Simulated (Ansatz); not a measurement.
All-electron card of Sb2Mo

```
Mo Sb
1.0
     0.00000    3.30029    3.30029
     3.30029    0.00000    3.30029
     3.30029    3.30029    0.00000
Mo Sb
1 2
Direct
  0.00000 0.00000 0.00000
  0.25000 0.25000 0.25000
  0.75000 0.75000 0.75000
```

Atom numbers follow the list: Mo1, Sb2, Sb3.

Conventional cell: a = 6.601 Å, b = 6.601 Å, c = 6.601 Å, α = 90.00°, β = 90.00°, γ = 90.00°. Mo (atom 1) is surrounded by 8 Sb at 2.86 Å. Sb (atom 2) has 4 Mo at 2.86 Å as nearest neighbours.

The structure comes from a relaxation in the same program, started in the fluorite type, and has space group Fm-3m. Whether it is a known phase or the ground state wasn't checked.

No spin–orbit coupling, which matters for the heavy atoms here.

Methods: DFT, PBE, all-electron LAPW, scalar-relativistic (Ansatz 0.2.0); DFT, PBE, PAW with Ansatz's default frozen-core files, scalar-relativistic (Ansatz 0.2.0).

For LAPW: a Γ-centred 10×10×10 k mesh, Fermi–Dirac smearing of 0.05 eV, basis error target 1 meV/atom, no spin polarisation. PAW takes a cutoff of 420 eV at this cell. The Ansatz runs share mesh, smearing and spin set-up. Values come from LAPW unless marked.

| Property | Result |
| --- | --- |
| Pressure at this cell | -0.01 GPa |
| Volume per atom | 23.96 Å³ |

Density of states at the Fermi level (0.2 eV bin): what does the calculation give?

4.28 states/eV per cell.

Predict this quantity. Bader charges (from the PAW run).

Mo1 +0.17, Sb2 -0.08 e.

Löwdin charges (with 0.17 e of the cell spilling out of the atomic basis, so their sizes and signs hang on that basis): what does the calculation give?

Mo1 -0.21, Sb2 0.19 e.

Band gap: what does the calculation give?

none: bands cross the Fermi level, a metal.
